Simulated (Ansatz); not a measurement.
Be2C:
```
Be2C
1.0
    0.00000     2.15536     2.15536
    2.15536     0.00000     2.15536
    2.15536     2.15536     0.00000
Be C
2 1
Cartesian
  1.07768   1.07768   1.07768
  3.23304   3.23304   3.23304
  0.00000   0.00000   0.00000
```

Relaxed with PBEsol. Special points in fractions of this cell's reciprocal vectors: Γ (0.000, 0.000, 0.000); X (0.500, 0.000, 0.500); U (0.625, 0.250, 0.625); K (0.375, 0.375, 0.750); L (0.500, 0.500, 0.500); W (0.500, 0.250, 0.750).

Q: List the band energies nearest the valence-band maximum at these points for the program Ansatz at the PBEsol level (PAW).

A: In eV from the valence-band maximum; about four levels below and three above (degenerate sets whole), none deeper than 8.9 eV; … stands for higher levels left out; points with the same levels are listed once.

```csv
k,below,above
Γ,0.00 0.00 0.00,4.12 4.12 4.12
X,-6.83 -4.80 -4.80,1.08 5.81 …
U,-6.96 -6.34 -4.05,3.26 8.36 11.63
L,-8.84 -1.86 -1.86,4.98 4.98 7.14
W,-6.38 -5.96 -5.96,5.67 8.19 …
```

Space group Fm-3m (fluorite or antifluorite type). Symmetry was held in the PBEsol relaxation.

Potentials: the later of the program's two PAW sets.
